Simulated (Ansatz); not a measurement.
# MgCd$_{2}$O$_{3}$ (P-3m1) at 2 levels of theory

One geometry, relaxed with PBE; plane waves with PAW potentials in Ansatz, scalar-relativistic. No spin polarisation. Gaps are the least over mesh and band path; pressure is positive in compression.

```
Mg Cd O
1.0
     3.23854    0.00000    0.00000
    -1.61927    2.80466    0.00000
     0.00000    0.00000    8.08961
Mg Cd O
1 2 3
Direct
  0.00000 0.00000 0.50000
  0.66667 0.33333 0.82324
  0.33333 0.66667 0.17676
  0.33333 0.66667 0.64134
  0.66667 0.33333 0.35866
  0.00000 0.00000 0.00000
```

```json
{"level": "PBE", "cutoff (eV)": "420", "k mesh": "12×12×4", "gap (eV)": "0.60", "pressure (GPa)": "0.0"}
```

Q: What comes out on the same cell with LDA?

A:
```
level  cutoff (eV)   k mesh  gap (eV)  pressure (GPa)
  LDA          420  12×12×4      0.51           -10.9
```

The structure comes from a generated guess; another structure or a mixture of phases may lie lower.
